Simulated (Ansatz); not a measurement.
Given:

ScAl$_{3}$ (Cu3Au type, Pm-3m), a = b = c = 4.086 Å, α = β = γ = 90.00°.

This is the r²SCAN-relaxed structure.

Task: All from the program Ansatz at the r²SCAN level (PAW), unless another level is named. Estimate the density of states at the Fermi level.

Result: 0.31 states/eV per atom (mean over ±0.08 eV).

Task: Give the formation energy from the elements (no fitted shifts).

Result: -0.49 eV/atom.

Symmetry was held in the r²SCAN relaxation. The run is not spin-polarised. The references are the lowest solids computed at this level, not always the standard phases.

Potentials: the later of the program's two PAW sets.
